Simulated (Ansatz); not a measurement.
GaN: modes and screening against the lattice constant

Method: DFT LDA, scalar-relativistic, plane waves, PAW (Ansatz). Settings: 420 eV plane-wave cutoff, Γ-centred 10×10×10 mesh, fixed occupations. No spin polarisation. Phonons by linear response, acoustic sum rule imposed.

The cell is fixed (symmetry leaves no force on the atoms) and stands under 14.4 GPa:
```cif
data_structure
_symmetry_space_group_name_H-M 'F-43m'
_symmetry_Int_Tables_number 216
_cell_length_a 4.3640
_cell_length_b 4.3640
_cell_length_c 4.3640
_cell_angle_alpha 90.000
_cell_angle_beta 90.000
_cell_angle_gamma 90.000
_cell_volume 83.11
loop_
_atom_site_label
_atom_site_type_symbol
_atom_site_symmetry_multiplicity
_atom_site_Wyckoff_symbol
_atom_site_fract_x
_atom_site_fract_y
_atom_site_fract_z
_atom_site_occupancy
Ga1 Ga 4 a 0.00000 0.00000 0.00000 1
N1 N 4 d 0.25000 0.25000 0.75000 1
```

The cell is the ideal cubic zincblende prototype; this isn't the usual structure of the compound.

At a = 4.455 Å: the run warned that the force constants aren't converged on this k mesh, so the frequencies and all that is formed from them are rough.

**Question.** How do the optical zone-centre modes (counted from the lowest optical one, degenerate ones once; i marks imaginary ones; without the LO field) and the screening change over a = 4.364 and 4.455 Å?

**Answer.**
| a (Å) | 4.364 | 4.455 |
| --- | --- | --- |
| pressure (GPa) | 14.4 | 0.1 |
| gap on the mesh (eV) | 2.36 | 1.96 |
| ε∞ | 5.48 | 5.77 |
| ε0 | 9.2 | 10.1 |
| mode 1 (cm⁻¹) | 606 | 553 |

Cost: 2 runs of about 1.6 core-minutes in all, on Arm Neoverse V2 (shared hosts).